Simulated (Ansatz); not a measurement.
Data:

MgSe (rock salt)

```
MgSe
1.0
    0.00000     2.73608     2.73608
    2.73608     0.00000     2.73608
    2.73608     2.73608     0.00000
Se Mg
1 1
Direct
  0.00000   0.00000   0.00000
  0.50000   0.50000   0.50000
```

E(V) scan at fixed shape, V₀ the volume above. Symmetry pins the atoms to their sites.

All values below come from r2SCAN (plane waves to 500 eV, PAW, scalar-relativistic; Ansatz, a program for electronic structure). k mesh 11×11×11 (Γ-centred), Fermi-Dirac smearing 0.05 eV. The energy includes the smearing's −TS. Stress and pressure are positive under compression. MgSe was relaxed with its symmetry unable to fall. ΔE is measured from the relaxed starting cell.

The scan covers V/V₀ from 0.900 to 1.100 in 13 points.

What is ΔE at V/V₀ = 0.900?

50.5 meV/atom.

What is ΔE at V/V₀ = 1.100?

36.0 meV/atom.

What pressure does the cell carry at V/V₀ = 0.900?

8.64 GPa.

(A scan under strain: stresses follow from slopes of the energy per volume, elastic moduli from its curvatures.)
